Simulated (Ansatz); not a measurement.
Course of a relaxation: CaAs2O5

A trial structure of CaAs2O5 was built thus: 5-connected net, bridging atoms on its edges, bridges bent, guests in its cages (P-6m2, No. 187) (guest Ca). Lengths were set from tabulated atomic sizes, so they are only a guess.

```
Ca As O
1.0
     5.97087    0.00000    0.00000
    -2.98543    5.17092    0.00000
     0.00000    0.00000    3.59318
Ca As O
1 2 5
Direct
  0.00000 0.00000 0.00000
  0.33333 0.66667 0.50000
  0.66667 0.33333 0.50000
  0.33333 0.66667 0.00000
  0.93231 0.46616 0.50000
  0.53384 0.46616 0.50000
  0.53384 0.06769 0.50000
  0.66667 0.33333 0.00000
```

Method: Ansatz 0.2.0, DFT PBE, scalar-relativistic, plane waves, PAW. Cutoff 420 eV, Gaussian smearing, Γ-centred meshes. Cell and atoms relax first on a coarse mesh and then on a finer one. In between, the cell is made exact in the group found at 0.06 Å. In metals the finer mesh still leaves noise of several meV/atom or more. The steps can't lower the symmetry of their start. No spin polarisation.

Steps on the 3×3×6 mesh (8 atoms, 17 steps). The free energy counts from the last step; the plane-wave basis is renewed at times, which shifts energy and pressure.

```csv
step,ΔF (meV/atom),V (Å³/atom),P (GPa),largest force component (eV/Å)
1,1567.4,13.87,72.60,31.635
2,282.3,15.37,18.18,8.943
3,106.0,15.84,7.35,4.307
4,51.2,14.89,9.90,0.788
5,23.9,15.66,3.32,0.722
6,17.5,15.99,0.44,0.273
7,18.3,15.99,0.23,0.068
8,17.1,15.99,0.07,0.086
9,16.8,16.01,0.10,0.077
10,16.8,16.01,-0.08,0.075
11,16.7,16.01,0.01,0.006
12,16.7,16.02,-0.02,0.001
13,1.1,16.02,1.45,0.005
14,0.9,16.06,1.21,0.016
15,0.8,16.27,0.03,0.004
16,0.8,16.27,0.00,0.000
17,0.0,16.27,0.02,0.001
```

The relaxed structure, after a last relaxation on the converged mesh:

```
Ca As O
1.0
     6.33555    0.00000    0.00000
    -3.16778    5.48675    0.00000
     0.00000    0.00000    3.75970
Ca As O
1 2 5
Direct
  0.00000 0.00000 0.00000
  0.33333 0.66667 0.50000
  0.66667 0.33333 0.50000
  0.33333 0.66667 0.00000
  0.99057 0.49528 0.50000
  0.50472 0.49528 0.50000
  0.50472 0.00943 0.50000
  0.66667 0.33333 0.00000
```

The symmetry stays P-6m2 (No. 187). The volume per atom grows by 17.8 %, from 13.9 to 16.3 Å³. The shortest distance goes from 1.37 Å (As–O) to 1.78 Å (As–O). The energy falls by about 1.6 eV/atom (the start's value is from the coarse mesh). Around Ca lie 18 O at 3.66–3.68 Å and 2 Ca at 3.76 Å; As on its first site is surrounded by 5 O at 1.88 Å; around O on a site of symmetry -6m2 lie 2 As at 1.88 Å, 6 O at 2.66 Å, 3 Ca at 3.66 Å and 5 O at 3.66–3.76 Å; 3 more sites not described.

| Item | Value |
| --- | --- |
| Volume per atom | 16.34 Å³ |
| Density | 3.43 g/cm³ |
| Formation energy | −0.80 eV/atom |
| Gap on the 6×6×10 mesh of the 8-atom cell | 0 eV (a metal) |

Energies over the elements count from the elements' standard structures at the same level (O₂ as a molecule), with no fitted energy shifts.

The last run used Gaussian smearing of 0.10 eV. The reference form of As is held partly by dispersion forces, which this level lacks. Symmetry constrained the relaxation, so the result can be a saddle point. In all, the 3 runs took 5.2 min on 1 thread of Arm Neoverse V1 (shared host).
